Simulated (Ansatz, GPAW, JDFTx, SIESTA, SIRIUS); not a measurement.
## One calculation of HPbNO4, 5 ways

```
CELL_PARAMETERS angstrom
3.85404 0.14384 0.09012
-0.25320 5.52698 0.16471
-0.48197 -1.92720 5.72025
ATOMIC_POSITIONS crystal
H 0.09417 0.65249 0.55005
Pb 0.60528 0.51564 0.15510
N 0.92822 0.96629 0.95871
O 0.01648 0.12958 0.87762
O 0.70978 0.00114 0.12867
O 0.00782 0.74454 0.86968
O 0.10479 0.58988 0.37446
```

The cell comes from a database or a generator and needn't be the stable form of this composition.

Atoms were shifted at random by some hundredths of an Å from the given cell, which wasn't relaxed again for these runs.

Alike in all runs: task single point; functional PBE; k mesh 7 × 5 × 5; occupations fermi-dirac, width 0.05 eV; no spin polarisation; no spin-orbit coupling. Pressure is positive in compression and, in plane waves, holds the error of the finite cutoff.

```tsv
program and potentials	plane-wave cutoff (eV)	notes	pressure (GPa)	largest force (eV/Å)	energy over the undisturbed cell (meV/atom)
Ansatz, all-electron LAPW, scalar-relativistic	-	-	0.49	3.629	-
JDFTx, PseudoDojo-SR-PBE-0.5-standard (H, N, O) + PseudoDojo-SR-PBE-0.4.1-standard (Pb) with smoothed tails	1143	-	0.59	3.580	-
GPAW, GPAW PAW data sets (gpaw-data 1.2.1)	800	-	?	?	?
SIESTA, files PseudoDojo sr-pbe-0.4.1-standard, DZP (energy shift 0.003 Ry; two zetas on semicore shells)	-	atomic basis	3.04	4.336	41.74
SIRIUS, PseudoDojo 0.4.1 PBE standard (scalar relativistic)	1152	-	0.59	3.580	-
```

Estimate from the other rows what the run with GPAW, GPAW PAW data sets (gpaw-data 1.2.1) gave.

Pressure 0.30 GPa; largest force 3.668 eV/Å; energy over the undisturbed cell 36.74 meV/atom. The other rows, which needn't bracket it: pressure 0.49 to 3.04; largest force 3.580 to 4.336; energy over the undisturbed cell 41.74.
